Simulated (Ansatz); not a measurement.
Simulated powder pattern, Cu Kα, λ = 1.54184 Å (kinematic, ideal powder, no thermal factors, no anomalous dispersion; the 30 strongest lines at most, above 1 %, up to 2θ = 90°):

```json
[
 {"2θ (°)": "23.47", "I/Imax (%)": "100"},
 {"2θ (°)": "38.79", "I/Imax (%)": "80"},
 {"2θ (°)": "45.84", "I/Imax (%)": "49"},
 {"2θ (°)": "56.02", "I/Imax (%)": "13"},
 {"2θ (°)": "61.57", "I/Imax (%)": "20"},
 {"2θ (°)": "70.23", "I/Imax (%)": "26"},
 {"2θ (°)": "75.19", "I/Imax (%)": "14"},
 {"2θ (°)": "83.24", "I/Imax (%)": "8.3"},
 {"2θ (°)": "88.00", "I/Imax (%)": "15"}
]
```

The pattern belongs to a structure relaxed with PBEsol (plane waves, PAW; program Ansatz).

Problem. Pick the material that matches.
A. InMo2N, P6_3/mmc (In on 2d, Mo on 4f, N on 2a)
B. In, diamond
C. ZnIn2O4, I-4 (In on 2b, In on 2d, Zn on 2a, O on 8g)
D. InAs, zinc blende

Solution. B, In, diamond

Problem. Give the lattice parameters.

Solution. a = 6.566 Å.

Space group Fd-3m (diamond). The start of the workflow was typed in or built on a structure type; neither database checked (COD, Materials Project) lists it. It is not the phase usual at ambient conditions (space group No. 139). The cell was relaxed with PBEsol under the symmetry of its start. At this level the phase is mechanically unstable. The volume moved by -16 % from the start of the relaxation.

Potentials: the earlier of the program's two PAW sets.
